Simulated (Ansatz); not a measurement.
AlCu: energy along a strain

AlCu, Pm-3m, a = 2.998 Å (as given, not relaxed at this level: -4.9 GPa). The structure is a Materials Project entry; whether it is the stable form wasn't checked. Ansatz: r2SCAN, PAW, 500 eV, Γ-centred 16×16×16 mesh on 2 atoms, Gaussian smearing 0.15 eV; no spin polarisation. Cell vectors (Å): 2.998 0.000 0.000; 0.000 2.998 0.000; 0.000 0.000 2.998. The cell is strained by x per cent times the pattern (0 0 0 0 0 1) in the order xx yy zz yz xz xy (engineering shears), with fractional coordinates held. y is the free energy over the start, V0 = 13.466 Å³/atom. Symmetry makes y even in x.

```tsv
x (%)	y (meV/atom)
-2.00	?
-1.00	0.13
0.00	0.00
0.25	0.01
0.50	0.03
0.75	0.07
1.25	0.21
1.50	0.30
1.75	0.41
```

**Question.** Fit y = c2 x² + c4 x⁴ to the other rows, get the stiffness along the pattern, and predict the missing energy.

**Answer.** Least squares on the rows shown. y = 0.1300 x² + 0.001363 x⁴. The clamped-ion stiffness p·C·p = 2 × 1.300 eV × 160.2 / 13.466 Å³ = 31 GPa, which is C66 in these axes (C44 of the cubic crystal) (second derivative at the start, which stands under stress). With a term in x⁶ added, the coefficient of x² becomes 0.1223, 6 % less, which shows how far this figure hangs on the form. At x = -2.00 the fit asked for gives 0.54 meV/atom. The run gave 0.55 meV/atom, so the fit is 0.01 meV/atom too low, a small miss on the scale of the series.